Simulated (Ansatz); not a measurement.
Mg2Sn in space group P-62m (No. 189; Mg on 3g, Mg on 1a, Sn on 2c) at seven volumes, the program Ansatz at the LDA level (PAW), shape and atoms relaxed at each. One row is withheld.

```tsv
V (Å³/atom)	P (GPa)
20.275	5.47
20.943	?
21.612	1.53
22.280	-0.01
22.948	-1.31
23.617	-2.41
24.285	-3.36
```

**Question.** Fit the shown pressures and predict the withheld one.

**Answer.** P = (3/2)B₀(x^(7/2) − x^(5/2))[1 + (3/4)(B′ − 4)(x − 1)] with x = (V₀/V)^(2/3). Least squares on the six rows gives V₀ = 22.277 Å³/atom, B₀ = 47.1 GPa, B′ = 4.44. At V = 20.943, x = 1.0420 and P = 3.34 GPa. The run itself gave 3.34 GPa.

The workflow started from a Materials Project entry (that database holds measured and hypothetical structures alike); the Crystallography Open Database copy checked does not list it. COD files the formula under space group No. 225, 227, so this cell is another polymorph or a model. With Mg and Sn taken as one species the cell has the higher symmetry P6_3/mmc, so it may be an ordered model of a mixed-site phase. Whether it is the stable phase at ambient conditions was not checked. The cell keeps a stress of up to 0.2 GPa. Symmetry was held in the LDA relaxation; of distortions, only those at the zone centre were tested. Spin–orbit coupling is left out wherever it is not named.

Potentials: the later of the program's two PAW sets.
